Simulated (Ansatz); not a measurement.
C:
```cif
data_C4
_chemical_formula_sum 'C4'
_space_group_name_H-M_alt 'P 1'
_space_group_IT_number 1
_cell_length_a 3.33015
_cell_length_b 3.33015
_cell_length_c 3.33015
_cell_angle_alpha 98.111
_cell_angle_beta 98.111
_cell_angle_gamma 135.875
loop_
_space_group_symop_operation_xyz
  'x, y, z'
loop_
_atom_site_label
_atom_site_type_symbol
_atom_site_fract_x
_atom_site_fract_y
_atom_site_fract_z
_atom_site_occupancy
C1 C 0.18030 0.18030 0.36061 1
C2 C 0.18030 0.81970 0.00000 1
C3 C 0.81970 0.18030 0.00000 1
C4 C 0.81970 0.81970 0.63939 1
```

Relaxed with r²SCAN.

**Question.** Which orbitals make up the states near the band edges in r²SCAN in the plane-wave PAW code Ansatz?

**Answer.** Top 1 eV of the valence band: C 2p 98 %. Bottom 1 eV of the conduction band: C 2p 60 %, C 2s 22 %, outside the projected shells 18 %. Projections are on Löwdin-orthogonalised atomic valence shells; empty p or d shells of many metals are not among them.

**Question.** Tabulate the density of states.

**Answer.** States/eV per cell of 4 atoms, in 0.25 eV bins, energy from the valence-band maximum.

| E (eV) | total | C 2p | C 2s |
|---|---|---|---|
| -7.88 | 0.95 | 0.83 | 0.12 |
| -7.63 | 0.98 | 0.86 | 0.11 |
| -7.38 | 1.21 | 1.08 | 0.12 |
| -7.13 | 1.06 | 0.96 | 0.10 |
| -6.88 | 1.02 | 0.94 | 0.08 |
| -6.63 | 1.22 | 1.13 | 0.09 |
| -6.38 | 1.45 | 1.35 | 0.10 |
| -6.13 | 1.40 | 1.30 | 0.10 |
| -5.88 | 1.18 | 1.08 | 0.10 |
| -5.63 | 1.22 | 1.11 | 0.11 |
| -5.38 | 1.19 | 1.10 | 0.09 |
| -5.13 | 1.30 | 1.21 | 0.09 |
| -4.88 | 1.41 | 1.33 | 0.09 |
| -4.63 | 1.57 | 1.48 | 0.09 |
| -4.38 | 1.18 | 1.11 | 0.07 |
| -4.13 | 1.31 | 1.24 | 0.07 |
| -3.88 | 1.48 | 1.41 | 0.07 |
| -3.63 | 1.54 | 1.48 | 0.06 |
| -3.38 | 1.30 | 1.24 | 0.05 |
| -3.13 | 1.10 | 1.05 | 0.05 |
| -2.88 | 1.00 | 0.95 | 0.04 |
| -2.63 | 0.81 | 0.78 | 0.03 |
| -2.38 | 0.67 | 0.65 | 0.02 |
| -2.13 | 0.57 | 0.55 | 0.02 |
| -1.88 | 0.48 | 0.47 | 0.01 |
| -1.63 | 0.41 | 0.40 | 0.01 |
| -1.38 | 0.33 | 0.33 | 0.01 |
| -1.13 | 0.26 | 0.26 | 0.00 |
| -0.88 | 0.19 | 0.18 | 0.00 |
| -0.63 | 0.13 | 0.13 | 0.00 |
| -0.38 | 0.09 | 0.09 | 0.00 |
| -0.13 | 0.04 | 0.04 | 0.00 |
| 0.12 | 0.00 | 0.00 | 0.00 |
| 0.37 | 0.00 | 0.00 | 0.00 |
| 0.62 | 0.00 | 0.00 | 0.00 |
| 0.87 | 0.00 | 0.00 | 0.00 |
| 1.12 | 0.00 | 0.00 | 0.00 |
| 1.37 | 0.00 | 0.00 | 0.00 |
| 1.62 | 0.00 | 0.00 | 0.00 |
| 1.87 | 0.00 | 0.00 | 0.00 |
| 2.12 | 0.00 | 0.00 | 0.00 |
| 2.37 | 0.00 | 0.00 | 0.00 |
| 2.62 | 0.00 | 0.00 | 0.00 |
| 2.87 | 0.03 | 0.02 | 0.01 |
| 3.12 | 0.05 | 0.03 | 0.01 |
| 3.37 | 0.07 | 0.04 | 0.02 |
| 3.62 | 0.09 | 0.06 | 0.02 |
| 3.87 | 0.11 | 0.07 | 0.02 |
| 4.12 | 0.13 | 0.08 | 0.03 |
| 4.37 | 0.22 | 0.14 | 0.05 |
| 4.62 | 0.53 | 0.34 | 0.14 |
| 4.87 | 1.06 | 0.60 | 0.36 |
| 5.12 | 1.22 | 0.73 | 0.39 |
| 5.37 | 1.20 | 0.74 | 0.36 |
| 5.62 | 1.24 | 0.80 | 0.33 |
| 5.87 | 1.21 | 0.78 | 0.30 |
| 6.12 | 1.37 | 0.91 | 0.31 |
| 6.37 | 1.51 | 1.03 | 0.32 |
| 6.62 | 1.59 | 1.11 | 0.31 |
| 6.87 | 1.73 | 1.25 | 0.30 |
| 7.12 | 1.44 | 1.04 | 0.24 |
| 7.37 | 1.36 | 0.98 | 0.21 |

Space group I4/mmm. The start of the workflow was typed in or built on a structure type; the Crystallography Open Database copy checked does not list it. It is not the phase usual at ambient conditions (space group No. 194, 227). The r²SCAN relaxation kept the symmetry of its start; its stability against distortions is not shown here.

Potentials: the later of the program's two PAW sets.
